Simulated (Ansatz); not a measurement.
Relaxed-ion elastic tensor of HfO$_{2}$ in space group P4_2/nmc (No. 137; Hf on 2a, O on 4d) in GPa (Voigt order), plane-wave PAW r²SCAN (Ansatz code); density 10.50 g/cm³, 11.10 Å³ per atom.

```json
[
 {"": "1", "1": "395", "2": "246", "3": "70.5", "4": "0.0", "5": "0.0", "6": "0.0"},
 {"": "2", "1": "246", "2": "395", "3": "70.5", "4": "0.0", "5": "0.0", "6": "0.0"},
 {"": "3", "1": "70.5", "2": "70.5", "3": "314", "4": "0.0", "5": "0.0", "6": "0.0"},
 {"": "4", "1": "0.0", "2": "0.0", "3": "0.0", "4": "17.8", "5": "0.0", "6": "0.0"},
 {"": "5", "1": "0.0", "2": "0.0", "3": "0.0", "4": "0.0", "5": "17.8", "6": "0.0"},
 {"": "6", "1": "0.0", "2": "0.0", "3": "0.0", "4": "0.0", "5": "0.0", "6": "184"}
]
```

Is the crystal mechanically stable?

Yes: the smallest eigenvalue of C is 17.8 GPa.

Work out the Voigt, Reuss and Hill averages.

K_V = 209, K_R = 194, K_H = 201; G_V = 91.6, G_R = 36.2, G_H = 63.9 GPa.

Give Young's modulus, Poisson's ratio, Pugh's ratio and the universal anisotropy index.

E = 9KG/(3K + G) = 173 GPa; ν = 0.36; K/G = 3.15 (ductile by the Pugh limit of 1.75); A_U = 5G_V/G_R + K_V/K_R − 6 = 7.73.

Estimate the sound speeds and the Debye temperature.

v_l = √((K + 4G/3)/ρ) = 5220 m/s, v_t = √(G/ρ) = 2470 m/s, mean 2780 m/s; Θ = (h/k)(3n/4πV)^(1/3) v_m = 371 K.

How much does each axis shrink under pressure?

Linear compressibilities β_i = Σ_j S_ij (j = 1 to 3): x 1.3, y 1.3, z 2.6 per TPa.

This is a known high-temperature phase of the composition, computed here at zero pressure and temperature. The cell was relaxed with r²SCAN under the symmetry of its start; whether a distortion lowers the energy is not shown. The run is not spin-polarised. Spin–orbit coupling is left out wherever it is not named.

Potentials: the earlier of the program's two PAW sets. The files were generated under PBE; for other functionals the program regenerates the frozen cores, and for LDA and PBEsol the local potential too.
